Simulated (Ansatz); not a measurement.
# CuPt (R-3m): PBEsol against r²SCAN

```
CELL_PARAMETERS angstrom
1.35074 0.77985 4.24211
-1.35074 0.77985 4.24211
0.00000 -1.55970 4.24211
ATOMIC_POSITIONS crystal
Cu 0.00000 0.00000 0.00000
Pt 0.50000 0.50000 0.50000
```

This cell (13.41 Å³ an atom) was relaxed by PAW under PBEsol, and each functional gets its own cell relaxed so. Quantity: elastic moduli (Hill averages, relaxed ions; θ_D from sound speeds over directions). The structure is a database entry and needn't be the stable phase.

Runs: (1) PBEsol, PAW on Ansatz 0.2.0's default frozen-core files (fitted under PBE), scalar-relativistic; k mesh 18×18×18, strains of ±0.005, Fermi-Dirac smearing of 0.080 eV, cutoff 420 eV. (2) r²SCAN, PAW on Ansatz 0.2.0's default frozen-core files (fitted under PBE), scalar-relativistic; k mesh 20×20×20, strains of ±0.005, Fermi-Dirac smearing of 0.080 eV, cutoff 500 eV.

Under PBEsol: B = 229 GPa, G = 84.5 GPa, C11 = 387 GPa, C33 = 351 GPa, C44 = 62.8 GPa, ν = 0.335, θ_D = 319 K.

Problem. Which way does r²SCAN move the volume, and by how much?

Solution. a = 2.717, c = 12.779 Å, 13.62 Å³ an atom: 1.6 % larger.

Problem. What does r²SCAN give for these quantities?

Solution. 

```csv
quantity,PBEsol,r²SCAN,change
B,229 GPa,217 GPa,-5 %
G,84.5 GPa,79.6 GPa,-6 %
C11,387 GPa,364 GPa,-6 %
C33,351 GPa,333 GPa,-5 %
C44,62.8 GPa,59.0 GPa,-6 %
ν,0.335,0.337,under 1 %
θ_D,319 K,311 K,-3 %
```

Keep in mind: frozen-core PAW files fitted under PBE, their cores solved anew for the functional of the run; responses of metals move with mesh and smearing; no spin-orbit coupling on heavy atoms; the softest shear constant rests on one k mesh, and a soft shear can herald a distortion on cooling; elastic stability says nothing of phonons or of other phases.
